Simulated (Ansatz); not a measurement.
CoP2:
```
CELL_PARAMETERS angstrom
      5.51938     0.00000     0.00000
      0.00000     5.52318     0.00000
     -2.30210     0.00000     5.08958
ATOMIC_POSITIONS crystal
  Co 0.27207 0.49819 0.78774
  Co 0.72793 0.50181 0.21226
  Co 0.72793 0.99819 0.71226
  Co 0.27207 0.00181 0.28774
  P  0.15758 0.87377 0.86731
  P  0.84242 0.12623 0.13269
  P  0.84242 0.37377 0.63269
  P  0.15758 0.62623 0.36731
  P  0.33948 0.37201 0.18135
  P  0.66052 0.62799 0.81865
  P  0.66052 0.87201 0.31865
  P  0.33948 0.12799 0.68135
```

Relaxed with r²SCAN.

### Question
Map the valence electron density (e/Å³), cut off at 0.7 on the plane through (0.272, 0.498, 0.788) spanned by u = [1, 1, 0] and v = [1, -1, 1] in lattice vectors, from the program Ansatz at the r²SCAN level (PAW).

### Answer
x is the fraction of u, y of v (the angle between them is 102°; rows are the nearest grid lines); atoms in the plane: Co at (0.00, 0.00), P at (0.72, 0.85).
```
|9999975555555669999999995322222234699999|
|9999632111122369999999996677778877899999|
|9997421100112369999999988999999999899999|
|5433210000123467999998679995115998654555|
|2221100011346787654333469951015885321112|
|0000000124689997532111235788898642100000|
|0000001135799997421000124578886421000000|
|0000001235799864210000011233332211100000|
|1000001123454432111111111111111233333211|
|3211111222221111123333321100123579998653|
|5322222222111011234555421100124799877775|
|9765555543110012468998532101247972004999|
|9999888864210013589998531001247973249999|
|7899999975311123568865321001246899888777|
|5689999975321123455543211111245677655445|
|2357899764321112222221111233444332211112|
|0123455665432211100001124567654211000000|
|0011234566654321000001246899864210000000|
|0111234567776532100001357999753210000000|
|1112234699999864210112356776431100111111|
|5554456999988986432223444432110001123445|
|9999978999779997556787643211000001248999|
|9999988999889987799999963210000012369999|
|9999975555555669999999995322222234699999|
```
Scale: ten equal steps from 0.077 (start of '0') to 0.700 (end of '9'), in the order '0123456789'; x runs from 0.000 to 1.00, y from 0.000 (bottom) to 1.00 (top).

The density is the valence pseudo-density with augmentation charge, so density and ELF within about 1 Å of a nucleus are not all-electron values.

Space group P2_1/c. The first step of the workflow began from a Materials Project structure, measured or hypothetical; the Crystallography Open Database copy checked does not list it. Its standing as an ambient phase is unchecked. The r²SCAN relaxation kept the symmetry of its start; its stability against distortions is not shown here. The run is not spin-polarised.

Potentials: the later of the program's two PAW sets.
